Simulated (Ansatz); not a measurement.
# How much do the gradients of Y depend on the method?

Cell: a computed structure from the Materials Project (it need not be an observed phase), atoms as given.

```cif
data_structure
_symmetry_space_group_name_H-M 'P 1'
_symmetry_Int_Tables_number 1
_cell_length_a 3.6426
_cell_length_b 3.6426
_cell_length_c 5.8792
_cell_angle_alpha 90.000
_cell_angle_beta 90.000
_cell_angle_gamma 120.000
_cell_volume 67.56
loop_
_atom_site_label
_atom_site_type_symbol
_atom_site_fract_x
_atom_site_fract_y
_atom_site_fract_z
_atom_site_occupancy
Y1 Y 0.33333 0.66667 0.25000 1
Y2 Y 0.66667 0.33333 0.75000 1
```

Atoms are numbered from 1 in the order listed; like atoms form one site, named after its first atom.

First run. All values are calculated (Ansatz; DFT, PBE, plane waves and PAW, scalar-relativistic, 420 eV cutoff, Γ-centred 10×10×6 k-points, Fermi–Dirac smearing 0.05 eV), not measured.

```
site  atom  V_zz (10²¹ V/m²)     η
   Y     1              1.91  0.00
```

Second run. The same atoms and settings, except that the functional is r2SCAN and the cutoff is 500 eV.

(1) Given the first result, estimate the second.

Answers

(1) 

| site | atom | V_zz | η | change of V_zz |
| --- | --- | --- | --- | --- |
| Y | 1 | 1.93 | 0.00 | +0.02 |

No V_zz moves by more than 0.02.

The run finds no gap above 0.1 eV (a metal, or nearly one), so the gradients can move by 10 % or more with the k-mesh. Without spin–orbit coupling (the program notes it for Y) the gradients can shift somewhat, as the gap is small.
